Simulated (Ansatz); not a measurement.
Theory: DFT PBE, scalar-relativistic, plane waves, PAW (Ansatz 0.2.0). Settings: cutoff 420 eV, Γ-centred meshes spaced at most about 0.3 Å⁻¹, and about 0.25 Å⁻¹ or finer for metals (2π included), Gaussian smearing. Collinear spin in cells that started with moments and kept them past the coarse steps, no spin elsewhere.

All energies are static (0 K, no zero-point motion). All come from trial cells, and lower structures may exist.

**Question.** These unrelaxed guesses for AgRh4 are each relaxed within their symmetry. Order them by the energy at which they end, lowest first.
A.

```
Ag Rh
1.0
    -2.63292    2.63292    2.63292
     2.63292   -2.63292    2.63292
     2.63292    2.63292   -2.63292
Ag Rh
1 4
Direct
  0.00000 0.00000 0.00000
  0.00000 0.00000 0.50000
  0.00000 0.50000 0.00000
  0.50000 0.00000 0.00000
  0.50000 0.50000 0.50000
```

B.

```
Ag Rh
1.0
     4.47826    0.00000    0.00000
     0.00000    4.47826    0.00000
     0.00000    0.00000    3.57048
Ag Rh
1 4
Cartesian
  2.2391 2.2391 1.7852
  3.6207 3.6207 1.7852
  0.8575 0.8575 1.7852
  0.8575 3.6207 1.7852
  3.6207 0.8575 1.7852
```

C.

```
Ag Rh
1.0
     4.50814    0.00000    0.00000
     0.00000    4.50814    0.00000
     0.00000    0.00000    4.50814
Ag Rh
1 4
Direct
  0.00000 0.00000 0.00000
  0.24378 0.75622 0.75622
  0.75622 0.24378 0.75622
  0.75622 0.75622 0.24378
  0.24378 0.24378 0.24378
```

**Answer.** B (ends in P4/mmm, 0 meV/atom), C (ends in P-43m, 0.36 eV/atom), A (ends in Im-3m, 0.44 eV/atom). Even the lowest end lies +0.94 eV/atom against the elements.

The magnetic state reached may not be the lowest. Cells relaxed within their symmetry can be saddle points. Some types were kept out of the candidates beforehand, so the set may lack a known form.
